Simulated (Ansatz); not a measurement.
# Every step of a relaxation of Y2GeRh3

DFT, LDA, PAW with Ansatz's default frozen-core files, scalar-relativistic (Ansatz 0.2.0); a Γ-centred 7×7×7 k mesh, Fermi–Dirac smearing of 0.05 eV, no spin polarisation. The run relaxes cell and atoms at a target pressure of 0 GPa.

Command: `ansatz run input.yaml --threads 2 --pin off --max-ram 5120MiB --backend cpu --events-out ev --progress --plain --runs-dir out` It took 53 s on 2 threads of Arm Neoverse V1, on a shared host, peak memory 0.53 GiB.

PAW: frozen-core files, cutoff 420 eV; forces are relaxed below 0.005 eV/Å.

Each step lists its free energy a cell above the last geometry, the pressure, the cell vectors (Å), and Cartesian positions (Å) with forces (eV/Å).

The first step:

```
step 1  dF = 129.88 meV  P = -7.47 GPa
  cell 2.7886 1.6100 3.9395  -2.7886 1.6100 3.9395  0.0000 -3.2200 3.9395
  Y 0.0000 0.0000 7.4379   0.0000 0.0000 0.0528
  Y 0.0000 0.0000 4.3806   0.0000 0.0000 -0.0528
  Ge 0.0000 0.0000 0.0000   0.0000 0.0000 0.0000
  Rh 0.0000 -1.6100 1.9697   0.0000 0.0000 0.0000
  Rh -1.3943 0.8050 1.9697   0.0000 0.0000 0.0000
  Rh 1.3943 0.8050 1.9697   0.0000 0.0000 0.0000
```

The PAW files were made under PBE.

Question: Where does the relaxation end, and by which steps?

Answer: After 5 geometries, with conventional a, b, c = 5.471, 5.471, 11.673 Å, at 16.810 Å³/atom (-4.96 % against the start) in space group R-3m, with a shortest distance of 2.506 Å. The further steps:
```
step 2  dF = 213.35 meV  P = 11.43 GPa  (not accepted)
  cell 2.6620 1.5369 3.8719  -2.6620 1.5369 3.8719  0.0000 -3.0738 3.8719
  Y 0.0000 0.0000 7.3039   0.0000 0.0000 -0.3329
  Y 0.0000 0.0000 4.3118   0.0000 0.0000 0.3329
  Ge 0.0000 0.0000 0.0000   0.0000 0.0000 0.0000
  Rh 0.0000 -1.5369 1.9360   0.0000 0.0000 0.0000
  Rh -1.3310 0.7684 1.9360   0.0000 0.0000 0.0000
  Rh 1.3310 0.7684 1.9360   0.0000 0.0000 0.0000
step 3  dF = 2.19 meV  P = -0.91 GPa
  cell 2.7425 1.5834 3.8916  -2.7425 1.5834 3.8916  0.0000 -3.1668 3.8916
  Y 0.0000 0.0000 7.3297   0.0000 0.0000 0.0716
  Y 0.0000 0.0000 4.3451   0.0000 0.0000 -0.0716
  Ge 0.0000 0.0000 0.0000   0.0000 0.0000 0.0000
  Rh 0.0000 -1.5834 1.9458   0.0000 0.0000 0.0000
  Rh -1.3713 0.7917 1.9458   0.0000 0.0000 0.0000
  Rh 1.3713 0.7917 1.9458   0.0000 0.0000 0.0000
step 4  dF = 0.27 meV  P = 0.14 GPa
  cell 2.7340 1.5785 3.8927  -2.7340 1.5785 3.8927  0.0000 -3.1570 3.8927
  Y 0.0000 0.0000 7.3404   0.0000 0.0000 -0.0496
  Y 0.0000 0.0000 4.3377   0.0000 0.0000 0.0496
  Ge 0.0000 0.0000 0.0000   0.0000 0.0000 0.0000
  Rh 0.0000 -1.5785 1.9464   0.0000 0.0000 0.0000
  Rh -1.3670 0.7892 1.9464   0.0000 0.0000 0.0000
  Rh 1.3670 0.7892 1.9464   0.0000 0.0000 0.0000
step 5  dF = 0.00 meV  P = -0.01 GPa
  cell 2.7355 1.5794 3.8909  -2.7355 1.5794 3.8909  0.0000 -3.1587 3.8909
  Y 0.0000 0.0000 7.3330   0.0000 0.0000 -0.0016
  Y 0.0000 0.0000 4.3398   0.0000 0.0000 0.0016
  Ge 0.0000 0.0000 0.0000   0.0000 0.0000 0.0000
  Rh 0.0000 -1.5794 1.9455   0.0000 0.0000 0.0000
  Rh -1.3678 0.7897 1.9455   0.0000 0.0000 0.0000
  Rh 1.3678 0.7897 1.9455   0.0000 0.0000 0.0000
step 6  dF = 1.33 meV  P = -0.01 GPa  (same geometry on a basis chosen anew; earlier energies don't compare to the last digit)
  cell 2.7355 1.5794 3.8909  -2.7355 1.5794 3.8909  0.0000 -3.1587 3.8909
  Y 0.0000 0.0000 7.3330   0.0000 0.0000 -0.0016
  Y 0.0000 0.0000 4.3398   0.0000 0.0000 0.0016
  Ge 0.0000 0.0000 0.0000   0.0000 0.0000 0.0000
  Rh 0.0000 -1.5794 1.9455   0.0000 0.0000 0.0000
  Rh -1.3678 0.7897 1.9455   0.0000 0.0000 0.0000
  Rh 1.3678 0.7897 1.9455   0.0000 0.0000 0.0000
```
